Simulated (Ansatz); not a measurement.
**Two-dimensional strain map in As**

Method: Ansatz, DFT r2SCAN, scalar-relativistic, plane waves, PAW. The runs took a 500 eV cutoff, a Γ-centred 18×18×18 mesh and Gaussian smearing (0.15 eV). No spin polarisation. Energies are free energies at this smearing, counted from the undisturbed cell; pressure is positive in compression.

Zero of the scan (as given, not relaxed at this level; it stands at 0.4 GPa; this simple cubic form isn't the usual structure):

```yaml
crystal:
  lattice:
    - [2.70368, 0.00000, 0.00000]
    - [0.00000, 2.70368, 0.00000]
    - [0.00000, 0.00000, 2.70368]
  atoms:
    - { symbol: As, position: [0.50000, 0.50000, 0.50000] }
```

The cell is strained by p along both x and y and by q along z, fractional coordinates fixed. Points are written (p, q).

Energy above the undisturbed cell in meV/atom (a dash: not computed):

```csv
p \ q,-0.030,0.000,0.030
-0.030,52.9,29.2,28.3
0.000,14.0,0.0,?
0.030,?,21.6,–
```

(1) Fill in the withheld energies.

Results:

(1) (0.000, 0.030): 8.2; (0.030, -0.030): 30.4.